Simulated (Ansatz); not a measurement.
Harmonic vibrational thermodynamics of Li (bcc (W type), Im-3m) at fixed volume, PBEsol in the plane-wave PAW code Ansatz. The rows extrapolate the 0 K crystal and know nothing of melting or changes of phase.

```tsv
T (K)	F_vib (meV/atom)	S (J/K per mol of atoms)	C_V (J/K per mol of atoms)
50	39.9	1.9	4.2
100	37.6	?	?
200	?	18.8	?
300	-0.5	27.6	22.6
400	-32.6	?	?
600	-114.2	43.9	24.3
800	-213.0	51.0	24.6
1000	-324.6	56.5	24.7
```

### Question
What belongs in the gaps?

### Answer

- 100, C_V (J/K per mol of atoms): 12.2
- 100, S (J/K per mol of atoms): 7.4
- 200, F_vib (meV/atom): 23.8
- 200, C_V (J/K per mol of atoms): 20.1
- 400, C_V (J/K per mol of atoms): 23.6
- 400, S (J/K per mol of atoms): 34.2

The cell was relaxed with PBEsol under the symmetry of its start.

Potentials: the earlier of the program's two PAW sets. The files were generated under PBE; for other functionals the program regenerates the frozen cores, and for LDA and PBEsol the local potential too.
